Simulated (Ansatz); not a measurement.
Method: DFT PBE, scalar-relativistic, plane waves, PAW (Ansatz 0.2.0). All cells share a 420 eV cutoff and Γ-centred k meshes spaced at most about 0.3 Å⁻¹ (about 0.25 or finer for metals, 2π included). No spin polarisation in the final relaxations.

These are static total energies at zero pressure.

Compare these two cells of In3Cu, each relaxed at this level.

A.

```
CELL_PARAMETERS angstrom
7.07541 0.00000 0.00000
-3.53771 6.12749 0.00000
0.00000 0.00000 4.37462
ATOMIC_POSITIONS crystal
In 0.36441 0.18220 0.75000
In 0.81780 0.18220 0.75000
In 0.81780 0.63559 0.75000
In 0.63559 0.81780 0.25000
In 0.18220 0.81780 0.25000
In 0.18220 0.36441 0.25000
Cu 0.66667 0.33333 0.25000
Cu 0.33333 0.66667 0.75000
```

B.

```
CELL_PARAMETERS angstrom
4.49762 0.00000 0.00000
0.00000 4.49762 0.00000
0.00000 0.00000 4.49762
ATOMIC_POSITIONS crystal
In 0.00000 0.50000 0.50000
In 0.50000 0.00000 0.50000
In 0.50000 0.50000 0.00000
Cu 0.00000 0.00000 0.00000
```

Question: Which is lower in energy, and by how much?

Answer: A is lower, by 18 meV/atom. A has space group P6_3/mmc (No. 194), 23.7 Å³/atom and no gap on its mesh; B has the Cu3Au (L1_2) type, space group Pm-3m (No. 221), 22.7 Å³/atom and no gap. Counting all near atoms (those within 1.25 times the shortest distance at each site; a plus sign parts nearer from farther groups), A has In 8+2, Cu 6+6 and B has In 12, Cu 12. The lower one is the more open, so pressure narrows the difference. Even the lower one lies +0.16 eV/atom against the reference forms of the elements (uncorrected), so neither is stable at this level. Origin: A is a Materials Project cell, relaxed; B is a Materials Project cell, relaxed.
